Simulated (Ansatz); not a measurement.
InSb (zinc blende) was relaxed and computed twice in Ansatz (plane waves, PAW), once with PBE and once with PBEsol.

```csv
,run 1,run 2
cell,"a = 6.6350 Å, b = 6.6350 Å, c = 6.6350 Å, α = 90.00°, β = 90.00°, γ = 90.00°","a = b = c = 6.5189 Å, α = β = γ = 90.00°"
ΔH_f (eV/atom),-0.13,-0.08
B₀ by P(V) fit (GPa),36.7,42.7
K_Hill (GPa),36.7,42.7
G_Hill (GPa),19.4,20.7
Θ_D (K),190,195
```

### Question
Which run used which functional?

### Answer
Run 1 is PBE, run 2 is PBEsol.

All cells were relaxed under the symmetry of their starts (and spin orders); stability against distortions was not tested throughout. Spin–orbit coupling is left out wherever it is not named.

Potentials: the later of the program's two PAW sets.

Ansatz (a first-principles code) is a plane-wave DFT program.

Formation energies count from the lowest solids of the elements computed at the same level, not from gases.
